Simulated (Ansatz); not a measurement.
**YbMg (CsCl-type structure)**

Level of theory: DFT, PBEsol, scalar-relativistic, no spin polarisation; plane waves to 420 eV with PAW datasets (Ansatz 0.2.0), 8×8×8 k-mesh, Gaussian smearing of 0.05 eV. The datasets are Ansatz's generated set soft_2.

```yaml
crystal:
  lattice:
    - [3.80551, 0.00000, 0.00000]
    - [0.00000, 3.80551, 0.00000]
    - [0.00000, 0.00000, 3.80551]
  atoms:
    - { symbol: Yb, position: [0.00000, 0.00000, 0.00000] }
    - { symbol: Mg, position: [0.50000, 0.50000, 0.50000] }
```

The start was a prototype's sites filled with these elements, not a measured cell.

The cell above was scaled in volume, its shape and atoms being fixed by the lattice's symmetry. Energies are counted from the cell above.

```tsv
V (Å³/atom)	ΔE (meV/atom)	P from the stress (GPa)
26.453	4.26	1.34
27.004	0.98	0.63
27.555	0.00	0.00
28.107	1.08	-0.58
28.658	4.03	-1.09
```

Task: Do the energies and the pressures agree? Compare −ΔE/ΔV between neighbouring points (1 meV/Å³ = 0.1602 GPa) with the mean of their pressures.

Result: 
```csv
interval (Å³/atom),−ΔE/ΔV (GPa),mean P (GPa)
26.45 to 27.00,1.0,1.0
27.00 to 27.56,0.3,0.3
27.56 to 28.11,-0.3,-0.3
28.11 to 28.66,-0.9,-0.8
```
They differ by 0.03 GPa at most.

Task: What do the two routes give for V0, B0 and B0′?

Result: A third-order Birch–Murnaghan fit of the energies: V0 = 27.53 Å³/atom, B0 = 30 GPa, B0′ = 4.2. A polynomial of P in ln V, with B = −dP/d ln V at P = 0: V0 = 27.55 Å³/atom, B0 = 30 GPa, B0′ = 4.2.

B0·V0 = 30.1 GPa × 27.53 Å³ = 5.18 eV/atom sets the scale: near the minimum ΔE ≈ ½ B0 V0 x², with x = V/V0 − 1, and a pressure of 0.3 GPa squeezes the volume by about 1 %. At the ends of the curve: x = −3.9 % predicts 4.0 meV/atom and the run gives 4.3; x = +4.1 % predicts 4.3 meV/atom and the run gives 4.0. The lopsidedness is anharmonic: atoms resist being pushed together more than being pulled apart.

Without a U the 4f levels of Yb lie too near the Fermi level, so their share of the states there, and what hangs on it, is overstated. No spin–orbit coupling, a notable omission for heavy elements. Spin polarisation wasn't allowed in this run, so with an open shell this may not be the ground state. The run is a metal.
